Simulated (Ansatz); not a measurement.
SnTe (rock salt, Fm-3m) at seven volumes, plane-wave PAW r²SCAN (Ansatz code), scaled uniformly. One row is withheld.

```json
[
 {"V (Å³/atom)": "29.460", "P (GPa)": "5.01"},
 {"V (Å³/atom)": "30.432", "P (GPa)": "3.02"},
 {"V (Å³/atom)": "31.403", "P (GPa)": "1.45"},
 {"V (Å³/atom)": "32.374", "P (GPa)": "0.00"},
 {"V (Å³/atom)": "33.345", "P (GPa)": "-1.23"},
 {"V (Å³/atom)": "34.316", "P (GPa)": "?"},
 {"V (Å³/atom)": "35.288", "P (GPa)": "-3.17"}
]
```

Q: Fit the shown pressures and predict the withheld one.

A: P = (3/2)B₀(x^(7/2) − x^(5/2))[1 + (3/4)(B′ − 4)(x − 1)] with x = (V₀/V)^(2/3). Least squares on the six rows gives V₀ = 32.372 Å³/atom, B₀ = 43.8 GPa, B′ = 4.05. At V = 34.316, x = 0.9619 and P = -2.27 GPa. The run itself gave -2.28 GPa.

Symmetry was held in the r²SCAN relaxation. At this level the phase is dynamically unstable (imaginary phonons). Scalar-relativistic: spin–orbit coupling is off unless named, which matters more the heavier the elements.

Potentials: the later of the program's two PAW sets.
